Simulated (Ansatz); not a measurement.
## MoSe2, first-principles data

MoSe$_{2}$:
```
CELL_PARAMETERS angstrom
      1.62658     0.93910     6.34326
     -1.62658     0.93910     6.34326
      0.00000    -1.87821     6.34326
ATOMIC_POSITIONS crystal
  Mo 0.33319 0.33319 0.33319
  Se 0.57962 0.57962 0.57962
  Se 0.75352 0.75352 0.75352
```

Space group R3m (No. 160); conventional cell a = 3.2532 Å, b = 3.2532 Å, c = 19.0298 Å, α = 90.00°, β = 90.00°, γ = 120.00°.

Method: LDA in the plane-wave PAW code Ansatz. Geometry: relaxed at this level of theory. Other levels are named where they apply.

**Cell and energy**

| Property | Result |
|---|---|
| Volume per atom | 19.38 Å³ |
| Density | 7.25 g/cm³ |
| Formation energy from the elements (no fitted shifts) | -0.73 eV/atom |

**Electronic structure**

| Quantity | Value |
|---|---|
| Band gap | 0.73 eV (indirect) |
| Valence-band maximum | at T |
| Conduction-band minimum | on the Γ–S0 line, 56 % of the way from Γ (k = 0.000, 0.190, -0.190 in fractions of the reciprocal vectors) (6 equivalent valleys) |
| Smallest direct gap on the standard path | 1.60 eV |
| Electron effective mass | 0.44, 0.51, 0.69 mₑ (principal values) |
| Hole effective mass | 0.78, 0.78, 1.4 mₑ (principal values) |
| HSE06 gap on the LDA cell | 1.26 eV |
| Gap with spin–orbit coupling | 0.71 eV |

**Dielectric response**

| Property | Value |
|---|---|
| Electronic dielectric constant ε∞ (DFPT) | 16.9 (xx = yy), 9.05 (zz) |
| Born charges (a third of the trace) | Mo -1.64, Se +0.79 to +0.85 e |

**Charges**

| Item | Value |
|---|---|
| Bader charges | Mo +0.90, Se -0.45 e |

The workflow started from a Materials Project entry (that database holds measured and hypothetical structures alike); the Crystallography Open Database copy checked does not list it. It is not the phase usual at ambient conditions (space group No. 194). The LDA relaxation kept the symmetry of its start; whether a distortion lowers the energy is not shown. The run is not spin-polarised. A crystal of weakly bound layers computed without a dispersion correction: the cell and the soft elastic constants depend strongly on that. The references are the lowest solids computed at this level, not always the standard phases. Scalar-relativistic: spin–orbit coupling is off unless named, which matters more the heavier the elements.

Potentials: the later of the program's two PAW sets.
